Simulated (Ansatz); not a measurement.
Data:

Starting cell, WC (WC type, space group P-6m2):

```xyz
2
Lattice="2.9219 0.0000 0.0000 -1.4609 2.5304 0.0000 0.0000 0.0000 2.8471" Properties=species:S:1:pos:R:3 pbc="T T T"
W      0.0000     0.0000     0.0000
C      1.4609     0.8435     1.4235
```

In this cell atom 2 (C, nearest neighbour W at 2.207 Å; its periodic images, 2.8 Å or more away, move with it) is moved by s along Cartesian x, unit vector (1.000, 0.000, 0.000); all other atoms and the cell stay fixed.

Calculation: PBE (plane waves to 420 eV, PAW, scalar-relativistic; Ansatz, a quantum-chemistry and plane-wave program). k mesh 15×15×13 (Γ-centred), Fermi-Dirac smearing 0.05 eV. E stands for the smeared free energy. With partly filled bands, energies and forces of such displacements shift with the k mesh and the smearing. Spin-orbit coupling is left out, though W is heavy. WC is run without spin polarisation. WC was relaxed with its symmetry unable to fall. ΔE is measured from the undisplaced structure.

The scan covers s from -0.660 to 0.660 Å in 11 points.

Q: Is the energy the same for equal positive and negative displacements?

A: Even: the same for both signs. With its periodic images moving along, the atom's site symmetry in this cell is -6m2.

Q: What is the energy change at s = 0.660 Å?

A: 2612 meV/cell.

Q: What force acts on the atom along the line at s = -0.660 Å?

A: 5.77 eV/Å.

Q: What is the force constant k = d²E/ds² of this move at s = 0?

A: 15.2 eV/Å².

(For displaced atoms, the force is minus the slope of the energy, and its curvature is a force constant, which sets phonon frequencies.)
